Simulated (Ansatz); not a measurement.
Zr₃TiC₄: stable or not

The structure comes from a generated guess, relaxed at this level; another structure or a mixture of phases may lie lower.

The calculation used DFT PBE, scalar-relativistic, plane waves, PAW (Ansatz). Plane waves to 420 eV, a 12×8×6 mesh through Γ for the 8-atom cell and 0.10 eV Gaussian smearing; no spin polarisation.

```xyz
8
Lattice="3.2714 0.0000 0.0000 0.0000 4.6335 0.0000 0.0000 0.0000 6.5380" Properties=species:S:1:pos:R:3 pbc="T T T"
Zr    0.0000    0.0000    4.8763
Zr    0.0000    0.0000    1.6617
Zr    1.6357    2.3167    0.0000
Ti    1.6357    2.3167    3.2690
C     0.0000    2.3167    1.7070
C     0.0000    2.3167    4.8310
C     1.6357    0.0000    0.0000
C     1.6357    0.0000    3.2690
```

Energies over the elements count from the elements' standard structures at the same level, with no fitted energy shifts.

Question: These tests were run: energy against the elements; random kick, then relaxation without symmetry; phonons on a 2×2×1 q mesh; elastic tensor. What do they show?

Answer:

```
                                         test                         result
                  energy against the elements                  −0.80 eV/atom
random kick, then relaxation without symmetry                        returns
                    phonons on a 2×2×1 q mesh  no imaginary mode on the mesh
                               elastic tensor       least eigenvalue 150 GPa
```

It fails none of these tests. Whether a mixture of other phases lies lower isn't tested here.

The reference form of C is held partly by dispersion forces, which this level lacks. The kick test ran on a coarse mesh. The run for the phonons used a 12×8×6 k mesh and Fermi–Dirac smearing of 0.15 eV. The run for the elastic tensor used a 12×8×6 k mesh and Fermi–Dirac smearing of 0.15 eV.
